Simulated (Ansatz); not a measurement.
Space group Cmce (No. 64). a = 10.758 Å, b = 5.587 Å, c = 5.594 Å, α = 90.00°, β = 90.00°, γ = 90.00°
```json
{"atom": "Co", "site": "8d", "symmetry": "2..", "x": "0.1167", "y": "0.5000", "z": "0.0000"}
{"atom": "Ge", "site": "8f", "symmetry": "m..", "x": "0.0000", "y": "0.3413", "z": "0.6587"}
{"atom": "Ge", "site": "8e", "symmetry": ".2.", "x": "0.2500", "y": "0.2481", "z": "0.7500"}
```

Equation of state of this CoGe2 structure (not necessarily the ground state), with shape and atoms relaxed at each volume where symmetry leaves them free. It has no gap at any of these volumes. All numbers below come from Ansatz 0.2.0, DFT PBEsol, scalar-relativistic, plane waves, PAW.

Cutoff 420 eV; k points 8×8×6 on the computed 12-atom cell (Γ-centred); Gaussian smearing, width 0.10 eV; no spin polarisation.

```
V (Å³/atom) E − E(largest V) (meV/atom) P (GPa)
     12.750                        41.07    17.27
     13.171                         5.03    10.47
     13.591                       -14.63     4.77
     14.011                       -20.67    -0.01
     14.432                       -15.21    -4.04
     14.852                         0.00    -7.44
```

Task: Fit a third-order Birch–Murnaghan equation to E(V).

Result: V0 = 14.01 Å³/atom, B0 = 146 GPa, B0' = 4.8.

Cost: 6 runs of about 41 core-minutes in all, on Intel Xeon Platinum 8488C (Sapphire Rapids) (shared hosts).